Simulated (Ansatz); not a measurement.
HCl in space group I4/mmm (No. 139; H on 2a, Cl on 2b), r²SCAN+D4 (plane waves, PAW; program Ansatz). The conduction-band minimum lies at M, with 1 equivalent valley. Second derivatives d²E/dk² of the lowest band at one valley (eV·Å²), along Cartesian directions:

| direction | d²E/dk² |
|---|---|
| [100] | 1.346 |
| [010] | 1.346 |
| [001] | 108.9 |
| [110] | 1.346 |
| [101] | 55.19 |
| [011] | 55.19 |

### Question
Find the principal effective masses, the density-of-states mass and the conductivity mass.

### Answer
Off-diagonal terms follow from H_xy = H[110] − (H_xx + H_yy)/2, and m*/mₑ = 7.620 eV·Å² over each eigenvalue: 0.070, 5.7, 5.7. One valley's DOS mass (m₁m₂m₃)^(1/3) = 1.3, conductivity mass 3/(Σ 1/mᵢ) = 0.20 mₑ.

### Question
What effective density of states Nc follows at 300 K for parabolic valleys?

### Answer
Nc = 2.509e19 × 1 × (1.3)^(3/2) ≈ 3.7e19 cm⁻³.

The workflow started from an entry of the Crystallography Open Database (COD); the relaxed space group is not among those it files for this formula. COD files the formula under space group No. 36, 69, 225, so this cell is another polymorph or a model. The r²SCAN+D4 relaxation kept the symmetry of its start; its stability against distortions is not shown here. The substance is a gas or liquid at ambient conditions.

Potentials: the later of the program's two PAW sets.

Edges and masses are those of Kohn–Sham bands, whose gap is no quasiparticle gap.
